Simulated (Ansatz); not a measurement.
Equation of state of nickel, diamond

Computed with DFT, m-r2SCAN, plane waves (500 eV) with PAW, scalar-relativistic (Ansatz). (PAW data from PBE, frozen cores regenerated.)

The cell is scaled uniformly from the relaxed one, with fractional coordinates and shape fixed. Energies are extrapolated to zero smearing, pressures are those at the given smearing. Magnetic state: ferromagnetic.

| V (Å³/atom) | E − E₀ (meV/atom) | P (GPa) | sphere moment (μB) |
| --- | --- | --- | --- |
| 13.901 | 93.8 | 18.16 | 0.78 |
| 14.533 | 37.9 | 10.66 | 0.79 |
| 15.165 | 8.5 | 4.71 | 0.80 |
| 15.796 | 0.0 | -0.01 | 0.81 |
| 16.428 | 8.1 | -3.76 | 0.81 |
| 17.060 | 29.4 | -6.72 | 0.82 |
| 17.692 | 61.1 | -9.06 | 0.83 |

Fit a third-order Birch-Murnaghan equation.

V₀ = 15.78 Å³/atom, B₀ = 105 GPa, B₀′ = 4.8.

m-r²SCAN is r²SCAN on the gauge-invariant kinetic-energy density; without spin polarisation the two are equal.
